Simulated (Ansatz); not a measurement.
LaI:
```xyz
4
Lattice="3.9747 0.0000 0.0000 -1.9874 3.4422 0.0000 0.0000 0.0000 9.7979" Properties=species:S:1:pos:R:3 pbc="T T T"
La     0.0000     0.0000     4.8990
La     0.0000     0.0000     0.0000
I      1.9874     1.1474     7.3484
I      0.0000     2.2948     2.4495
```

Relaxed with r²SCAN. Special points in fractions of this cell's reciprocal vectors: Γ (0.000, 0.000, 0.000); M (0.500, 0.000, 0.000); K (0.333, 0.333, 0.000); A (0.000, 0.000, 0.500); L (0.500, 0.000, 0.500); H (0.333, 0.333, 0.500).

Problem. List the band energies nearest the Fermi level at these points for r²SCAN (plane waves, PAW; program Ansatz).

Solution. In eV from the Fermi level; about four levels below and three above (degenerate sets whole), none deeper than 8.9 eV; points with the same levels are listed once.

```csv
k,below,above
Γ,-3.47 -3.47 -2.07 -0.22,0.80 0.80 0.88
M,-4.65 -4.14 -1.51 -1.31,1.05 1.27 1.28
K,-5.99 -5.99 -5.48 -5.48 -5.31,0.08 0.08 0.48 0.48
A,-3.68 -3.68 -3.68 -3.68 -1.19 -1.19,1.10 1.10 1.10 1.10 1.10 1.10
L,-4.41 -4.41 -1.25 -1.25,0.96 0.96 1.28 1.28
H,-5.80 -5.80 -5.31 -5.31,0.04 0.04 0.82 0.82
```

Space group P6_3/mmc (NiAs type). The first step of the workflow began from a Materials Project structure, measured or hypothetical; the Crystallography Open Database files this formula in space group No. 194, but the cells were not matched. Its standing as an ambient phase is unchecked. The r²SCAN relaxation kept the symmetry of its start; whether a distortion lowers the energy is not shown. Scalar-relativistic: spin–orbit coupling is off unless named, which matters more the heavier the elements.

Potentials: the later of the program's two PAW sets.
